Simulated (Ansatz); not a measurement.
Here is the system:

AlNi$_{3}$:
```xyz
4
Lattice="3.5273 0.0000 0.0000 0.0000 3.5273 0.0000 0.0000 0.0000 3.5273" Properties=species:S:1:pos:R:3 pbc="T T T"
Al     0.0000     0.0000     0.0000
Ni     0.0000     1.7637     1.7637
Ni     1.7637     0.0000     1.7637
Ni     1.7637     1.7637     0.0000
```
The run is spin-polarised; directions of the spins, atom by atom: 0 ↑ ↑ ↑.

This is the r²SCAN-relaxed structure.

Task: All from plane-wave PAW r²SCAN (Ansatz code), unless another level is named. Estimate the density of states at the Fermi level.

Result: 0.50 states/eV per atom (mean over ±0.08 eV).

Task: Give the formation energy from the elements (no fitted shifts).

Result: -0.43 eV/atom.

Space group Pm-3m (Cu3Au type). Symmetry was held in the r²SCAN relaxation. The final state is ferromagnetic, the only order run, not a proven ground state. Other orbital occupations within this spin state were not tried. The references are the lowest solids computed at this level, not always the standard phases.

Potentials: the earlier of the program's two PAW sets. The files were generated under PBE; for other functionals the program regenerates the frozen cores, and for LDA and PBEsol the local potential too.
